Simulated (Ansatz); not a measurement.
Ansatz (a program for electronic structure) input:

Ansatz 0.2 input:
```yaml
crystal:
  lattice:
    - [4.1614681523, 0.0, 0.0]
    - [-2.0807340762, 3.6039371369, 0.0]
    - [0.0, 0.0, 9.5132541363]
  atoms:
    - { symbol: Cu, position: [0.4998555831, 0.0, 0.3333333333] }
    - { symbol: Cu, position: [0.0, 0.4998555831, 0.6666666667] }
    - { symbol: Cu, position: [0.5001444169, 0.5001444169, 0.0] }
    - { symbol: I, position: [0.4999683358, 0.0, 0.8333333333] }
    - { symbol: I, position: [0.0, 0.4999683358, 0.1666666667] }
    - { symbol: I, position: [0.5000316642, 0.5000316642, 0.5] }
kpoints:
  mp_grid: { grid: [8, 8, 3] }
hamiltonian:
  xc: pbesol
  pseudopotentials: { azcp: { folder: ./paw }, kind: paw }
scf:
  occupations: { method: fixed }
dielectric: {}
```

Output (shortened):

```
Pseudopotential: Cu, paw, valence charge 19
Pseudopotential: I, paw, valence charge 17
Functional definition: PBEsol
Crystal: 6 atoms, lattice volume = 142.677 Å³
Basis set: ecut = 420 eV, 2749 PW (Γ), exchange–correlation on 60×60×144 points (8 copies of the dense FFT grid, shifted against one another)
Bands: 65, of which v1, the nominal top of the filled ones, is band 54 counted from 1 (53 counted from 0)
Symmetry: 6 space group operations
k-points: 98 of 192 (irreducible under 1 space group operation, time reversal used)
SCF iter   1: F=—  HF=-42066.394496 eV  |F-HF|=—  |Δ(HF+E_count)|=         —  Δρ=8.61e-2  dr2=1.07e1  ethr=3.10e-3  ⟨swp⟩=4.8  Hψ=21052  notcnv=0  defer=799
preconditioner: auto → Resta (q_TF=auto, 2.605 Å⁻¹)
SCF iter   2: F=—  HF=-42064.256656 eV  |F-HF|=—  |Δ(HF+E_count)|=    2.14e0  Δρ=5.69e-2  dr2=2.27e0  ethr=3.10e-3  ⟨swp⟩=3.0  Hψ=13553  notcnv=0  defer=820
SCF iter   3: F=—  HF=-42063.633876 eV  |F-HF|=—  |Δ(HF+E_count)|=   6.23e-1  Δρ=1.89e-2  dr2=8.42e-1  ethr=2.10e-3  ⟨swp⟩=2.0  Hψ=12972  notcnv=0  defer=747
SCF iter   4: F=—  HF=-42063.517770 eV  |F-HF|=—  |Δ(HF+E_count)|=   1.16e-1  Δρ=9.13e-3  dr2=8.95e-2  ethr=7.80e-4  ⟨swp⟩=2.3  Hψ=9070  notcnv=0  defer=828
SCF iter   5: F=—  HF=-42063.578848 eV  |F-HF|=—  |Δ(HF+E_count)|=   6.11e-2  Δρ=5.52e-3  dr2=5.03e-2  ethr=8.29e-5  ⟨swp⟩=2.0  Hψ=8823  notcnv=0  defer=878
SCF iter   6: F=—  HF=-42063.567582 eV  |F-HF|=—  |Δ(HF+E_count)|=   1.13e-2  Δρ=3.51e-3  dr2=1.17e-2  ethr=4.66e-5  ⟨swp⟩=2.1  Hψ=8701  notcnv=0  defer=878
SCF iter   7: F=—  HF=-42063.566053 eV  |F-HF|=—  |Δ(HF+E_count)|=   1.53e-3  Δρ=2.43e-4  dr2=8.81e-5  ethr=1.08e-5  ⟨swp⟩=2.3  Hψ=7918  notcnv=0  defer=881
SCF iter   8: F=—  HF=-42063.566113 eV  |F-HF|=—  |Δ(HF+E_count)|=   6.06e-5  Δρ=1.35e-4  dr2=2.07e-5  ethr=8.16e-8  ⟨swp⟩=2.0  Hψ=10994  notcnv=0  defer=870
SCF iter  12: F=-42063.566120 eV  HF=-42063.566120 eV  |F-HF|=7.28e-12  |Δ(HF+E_count)|=  2.04e-10  Δρ=1.54e-7  dr2=5.52e-11  ethr=1.00e-12  ⟨swp⟩=14.6  Hψ=30306  notcnv=0
SCF 1 converged in 12 iterations: F = -42063.566120 eV  dr2 = 5.52e-11
NSCF: frozen V_eff on 6 k-points
DFPT response loops at Γ: preconditioner auto → Resta (q_TF=auto, 2.605 Å⁻¹)  ε∞=9.1 (no band partly filled) …
── the response to a field inside a basis, on 12×12×6 k-points: an SCF that follows is theirs, and a resumed run solves both again ──
Crystal: 6 atoms, lattice volume = 142.677 Å³
Bands: 55, of which v1, the nominal top of the filled ones, is band 54 counted from 1 (53 counted from 0)
k-points: 234 of 864 (irreducible under 2 space group operations, time reversal used)
SCF iter   1: F=—  HF=-42063.343549 eV  |F-HF|=—  |Δ(HF+E_count)|=         —  Δρ=4.36e-4  dr2=7.38e-5  ethr=1.00e-1
preconditioner: auto → Resta (q_TF=auto, 2.605 Å⁻¹)
SCF iter   2: F=—  HF=-42063.343614 eV  |F-HF|=—  |Δ(HF+E_count)|=   6.49e-5  Δρ=6.02e-4  dr2=2.53e-4  ethr=6.83e-8
SCF iter   3: F=—  HF=-42063.343641 eV  |F-HF|=—  |Δ(HF+E_count)|=   2.76e-5  Δρ=3.26e-4  dr2=7.90e-5  ethr=6.83e-8
SCF iter   4: F=—  HF=-42063.343609 eV  |F-HF|=—  |Δ(HF+E_count)|=   3.27e-5  Δρ=3.15e-5  dr2=1.76e-6  ethr=6.83e-8
SCF iter   5: F=—  HF=-42063.343610 eV  |F-HF|=—  |Δ(HF+E_count)|=   1.22e-6  Δρ=2.02e-5  dr2=6.05e-7  ethr=1.63e-9
SCF iter   6: F=-42063.343610 eV  HF=-42063.343610 eV  |F-HF|=1.23e-8  |Δ(HF+E_count)|=   2.87e-8  Δρ=4.54e-6  dr2=3.06e-8  ethr=5.61e-10
SCF 1 converged in 6 iterations: F = -42063.343610 eV  dr2 = 3.06e-8
DFPT response loops at Γ: preconditioner auto → Resta (q_TF=auto, 2.605 Å⁻¹)  ε∞=8.0 (no band partly filled) …
SCF converged after 12 iterations
Free energy (F): -42063.566120 eV
Harris-Foulkes:  -42063.566120 eV  (|F-HF|=7.28e-12)
Internal energy: -42063.566120 eV  (E = F + TS)
E sigma→0 (E₀):  -42063.566120 eV
Fermi energy:    10.504360 eV
--- Per-component energies (eV) ---
  E_band       = -2387.790098
  E_kinetic    = 1263.478468
  E_local      = -22860.511067  (includes V_loc(G=0)·N_el)
  E_nonlocal   = 3065.056127
  E_hartree    = 9994.862671
  E_xc         = -522.993582
  E_vxc        = -593.843721  (∫ρ·V_xc dr)
  E_paw        = -19473.135362  (= ΣΔE_a)
  E_vpaw       = -3251.691043  (= ΣTr[D̂ρ^β])
  E_aug_tail   = -0.004449  (compensation charges beyond the density's cutoff)
  E_ewald      = -13532.173941
  E_core_change = 1.855016  (= ΣΔE_core)
  E_smearing   =  0.000000  (= −TS)
  E_closure    = 0.000000  (closes the sum)
  Σ components = -42063.566120   (vs F -42063.566120, Δ=0.00e0)
  [band-id]    e_kinetic+e_local+e_nonlocal+2·e_hartree+e_vxc+e_vpaw+e_augmentation_tail = -2387.790344   (vs E_band -2387.790098, Δ=-2.45e-4)
--- Band table (eV; the first three rows and the last of 98) ---
  k-point 0: bands = ["-101.1456", "-101.1456", "-101.1456", "-58.7377", "-58.7376", "-58.7376", "-58.7081", "-58.7081", "-58.7079", "-58.6819", "-58.6819", "-58.6819", "-35.5281", "-35.5281", "-35.5259", "-35.5228", "-35.5227", "-35.5227", "-35.4949", …
  k-point 1: bands = ["-101.1456", "-101.1456", "-101.1456", "-58.7377", "-58.7377", "-58.7376", "-58.7082", "-58.7080", "-58.7079", "-58.6820", "-58.6819", "-58.6819", "-35.5287", "-35.5271", "-35.5262", "-35.5228", "-35.5228", "-35.5227", "-35.4950", …
  k-point 2: bands = ["-101.1456", "-101.1456", "-101.1456", "-58.7377", "-58.7377", "-58.7376", "-58.7081", "-58.7081", "-58.7079", "-58.6820", "-58.6820", "-58.6819", "-35.5281", "-35.5280", "-35.5260", "-35.5227", "-35.5227", "-35.5226", "-35.4949", …
  k-point 97: bands = ["-101.1457", "-101.1457", "-101.1456", "-58.7378", "-58.7377", "-58.7377", "-58.7081", "-58.7080", "-58.7080", "-58.6820", "-58.6820", "-58.6820", "-35.5284", "-35.5277", "-35.5267", "-35.5224", "-35.5223", "-35.5220", "-35.4946", …
--- Dielectric response (ions clamped): 3 representative field directions + reference, inside a basis on a mesh of 864 k-points (Σ response iterations 15) ---
  ε∞ (high-frequency dielectric tensor):
        8.091004     0.000000     0.000000
        0.000000     8.091004     0.000000
        0.000000     0.000000     9.439864
  Born effective charges Z* (e; rows j = field, columns β = displacement):
    site 0:
         0.78194    0.00000    0.00000
         0.00000    1.24091    0.00028
         0.00000   -0.00063    1.27845
    site 1:
         1.12617    0.19874   -0.00024
         0.19874    0.89669   -0.00014
         0.00054    0.00031    1.27845
    site 2:
         1.12617   -0.19874    0.00024
        -0.19874    0.89669   -0.00014
        -0.00054    0.00031    1.27845
    site 3:
        -0.68674    0.00000    0.00000
         0.00000   -1.33611   -0.00038
         0.00000   -0.00099   -1.27845
    site 4:
        -1.17377   -0.28119    0.00033
        -0.28119   -0.84908    0.00019
         0.00086    0.00049   -1.27845
    site 5:
        -1.17377    0.28119   -0.00033
         0.28119   -0.84908    0.00019
        -0.00086    0.00049   -1.27845
  Z* charge neutrality: 1.419e-2 e pre-enforcement
  solved inside a basis spanned on kpoints, on 12×12×6 k-points, its susceptibility summed on 18×18×8: ε∞ is read to err by 3.4e-2, Z* by 2.6e-2 e (field_mesh …
```

Cost: around 25 core-minutes (rough) on shared cores.

Space group P6_422. The start of the workflow was typed in or built on a structure type; neither database checked (COD, Materials Project) lists it. It is not the phase usual at ambient conditions (space group No. 216). Symmetry was held in the PBEsol relaxation; whether a distortion lowers the energy is not shown. No spin polarisation was allowed. Point labels and valley counts follow the cell and symmetry of the run, lower than the named group. Spin–orbit coupling is left out wherever it is not named.

Potentials: the earlier of the program's two PAW sets. The files were generated under PBE; for other functionals the program regenerates the frozen cores, and for LDA and PBEsol the local potential too.

Ansatz is a plane-wave DFT program.
